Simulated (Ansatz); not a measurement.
# LaMnFeGe2 with kpoints.mp_grid.kspacing, scf.max_iter changed

Level of theory: r2SCAN, collinear spin, scalar-relativistic; Ansatz, plane waves to 500 eV (PAW set soft_2), k-mesh 4×4×2 shifted by half a step. These are the settings of the reference run.

Cell:

```
cell
1.0
    -4.2336   -4.2336    0.0000
     4.2336   -4.2336    0.0000
     0.0000    0.0000   10.5293
La Mn Fe Ge
4 4 4 8
Direct
  0.5000 0.5000 0.0000
  0.5000 0.0000 0.5000
  0.0000 0.0000 0.0000
  0.0000 0.5000 0.5000
  0.2500 0.7500 0.2500
  0.2500 0.2500 0.7500
  0.7500 0.2500 0.2500
  0.7500 0.7500 0.7500
  0.2500 0.2500 0.2500
  0.2500 0.7500 0.7500
  0.7500 0.7500 0.2500
  0.7500 0.2500 0.7500
  0.5000 0.5000 0.6267
  0.5000 0.0000 0.1267
  0.0000 0.0000 0.6267
  0.0000 0.5000 0.1267
  0.0000 0.5000 0.8733
  0.0000 0.0000 0.3733
  0.5000 0.0000 0.8733
  0.5000 0.5000 0.3733
```

The reference run of this cell is solved again as a single point with these keys changed:

| key | reference run | changed run |
| --- | --- | --- |
| kpoints.mp_grid.kspacing | not typed | 0.3 |
| scf.max_iter | not typed | 100 |

Does this change matter?

It is refused before the calculation starts. Message: Error: invalid value for `kpoints.mp_grid.kspacing`: mutually exclusive with `grid` — set one or the other
